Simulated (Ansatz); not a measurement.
NbAs$_{2}$ in space group C2/m (No. 12; Nb on 4i, As on 4i, As on 4i), PBEsol in the plane-wave PAW code Ansatz, all energies at zero smearing, with the estimated change up to a 700 eV cutoff added, with one set of potentials and settings (totals compare only within such a set). Cell of 6 atoms (2 Nb, 4 As): -28246.559 eV.

| element | reference phase | E (eV/atom) |
|---|---|---|
| Nb | Im-3m, 1 atoms in the cell | -4495.4542 |
| As | R-3m, 2 atoms in the cell | -4813.0241 |

Formation energy per atom, worked out: (-28246.559 − 2×(-4495.4542) − 4×(-4813.0241))/6 = -0.592 eV/atom (-57 kJ per mol of atoms), at 0 K, without zero-point energy or fitted corrections.

The first step of the workflow began from a Materials Project structure, measured or hypothetical; the Crystallography Open Database files this formula in space group No. 12, but the cells were not matched. Whether it is the stable phase at ambient conditions was not checked. Symmetry was held in the PBEsol relaxation; whether a distortion lowers the energy is not shown. No spin polarisation was allowed. The references are the lowest solids computed at this level, not always the standard phases.

Potentials: the later of the program's two PAW sets.
